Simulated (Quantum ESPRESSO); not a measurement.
Simulation results for MgIn2SiP4 (made-up cell)

Computed with Quantum ESPRESSO 7.5. Calculation on a made-up crystal cell, not a measurement: periodic Kohn-Sham density functional theory in plane waves with PseudoDojo standard norm-conserving scalar-relativistic pseudopotentials, each functional with its own files (v0.5 for PBE, v0.4.1 for LDA and PBEsol), no spin polarisation, no spin-orbit coupling, atoms not relaxed, stress positive in tension, energies less a fixed whole-eV offset for each atom's element; levels are Kohn-Sham levels at fractions of this cell's reciprocal vectors, counted from the reference band (half the neutral cell's valence electrons, rounded up) at Gamma; error bars cover cutoff and k-mesh only, not smearing or the files; added strain carries the atoms with the cell, and shear is the tensor component; each bar is the largest change over components, and at least 0.002 eV, 0.002 eV per angstrom or 0.02 GPa; energies are for the whole cell, and the offsets were chosen from early runs and are not element reference energies.

Common to all runs: lattice type zincblende/diamond; functional pbe; cutoff 1143 eV; fermi dirac smearing 0.1 eV; scf tolerance 1e-07 eV; electrons removed 0; added strain kind uniform; k mesh 6 x 6 x 6, shifted by half a step.

(1) MgIn2SiP4 (made-up cell)

Unstrained structure:
```cif
# cell vector a (Å): 5.9730 -0.0235 -0.0089
# cell vector b (Å): -0.0235 5.9924 0.0949
# cell vector c (Å): -0.0089 0.0949 6.1873
data_MgIn2SiP4
_symmetry_space_group_name_H-M 'P 1'
_symmetry_Int_Tables_number 1
_cell_length_a 5.9731
_cell_length_b 5.9932
_cell_length_c 6.1880
_cell_angle_alpha 88.214
_cell_angle_beta 90.171
_cell_angle_gamma 90.451
_cell_volume 221.40
loop_
_atom_site_label
_atom_site_type_symbol
_atom_site_fract_x
_atom_site_fract_y
_atom_site_fract_z
_atom_site_occupancy
In1 In 0.99518 0.00557 0.02334 1
Si1 Si 0.96362 0.48590 0.51591 1
Mg1 Mg 0.49258 0.00188 0.50145 1
In2 In 0.48929 0.50419 0.99457 1
P1 P 0.24560 0.25282 0.23989 1
P2 P 0.24581 0.76095 0.75640 1
P3 P 0.75018 0.26874 0.76749 1
P4 P 0.75637 0.76147 0.25979 1
```

Here we set added strain -0.0087 and structure shown before the added strain of -0.0087.

The calculation gives: free energy less offsets 1.763 eV; smearing term minus ts -0.01685 eV; scf iterations 11; pressure -4.237 GPa; stress xx 3.237 GPa; stress yy 3.726 GPa; stress zz 5.747 GPa; stress yz 1.33 GPa; stress xz 0.4957 GPa; stress xy -0.7542 GPa; error bar energy 0.002638 eV; error bar stress 0.02 GPa; error bar force 0.005825 eV/Å; error bars from tighter rerun of a related cell.

Atoms:
| atoms element | atom site | atom energy offset (eV) |
| --- | --- | --- |
| In | 1 | -1808 |
| Si | 2 | -115 |
| Mg | 3 | -1617 |
| In | 4 | -1808 |
| P | 5 | -189 |
| P | 6 | -189 |
| P | 7 | -189 |
| P | 8 | -189 |

Forces:
| site | x (eV/Å) | y (eV/Å) | z (eV/Å) |
| --- | --- | --- | --- |
| 1 | 0.6151 | -0.1521 | -1.028 |
| 2 | 1.013 | 1.013 | -0.3348 |
| 3 | 0.142 | 0.2035 | 0.04243 |
| 4 | 0.1673 | 0.7543 | 0.4215 |
| 5 | -0.3583 | 0.4752 | 1.774 |
| 6 | -1.033 | -0.4039 | -0.8115 |
| 7 | 0.1404 | -0.329 | -1.325 |
| 8 | -0.6865 | -1.561 | 1.26 |

(2) MgIn2SiP4 (made-up cell)

The structure is that of entry 1.

Settings of this run: added strain 0.0005 and structure shown before the added strain of 0.0005.

The calculation gives: free energy less offsets 1.943 eV; smearing term minus ts -0.01978 eV; scf iterations 11; pressure -5.258 GPa; stress xx 4.291 GPa; stress yy 4.77 GPa; stress zz 6.712 GPa; stress yz 1.073 GPa; stress xz 0.3678 GPa; stress xy -0.6501 GPa; error bar energy 0.002638 eV; error bar stress 0.02 GPa; error bar force 0.005825 eV/Å; error bars from tighter rerun of a related cell.

Atoms:
| atoms element | atom site | atom energy offset (eV) |
| --- | --- | --- |
| In | 1 | -1808 |
| Si | 2 | -115 |
| Mg | 3 | -1617 |
| In | 4 | -1808 |
| P | 5 | -189 |
| P | 6 | -189 |
| P | 7 | -189 |
| P | 8 | -189 |

Forces:
| site | x (eV/Å) | y (eV/Å) | z (eV/Å) |
| --- | --- | --- | --- |
| 1 | 0.5926 | -0.1379 | -0.9359 |
| 2 | 0.919 | 0.9599 | -0.2781 |
| 3 | 0.1161 | 0.1799 | 0.03788 |
| 4 | 0.1272 | 0.7073 | 0.3774 |
| 5 | -0.3317 | 0.4128 | 1.622 |
| 6 | -0.9398 | -0.3897 | -0.7192 |
| 7 | 0.1509 | -0.273 | -1.269 |
| 8 | -0.6343 | -1.459 | 1.165 |
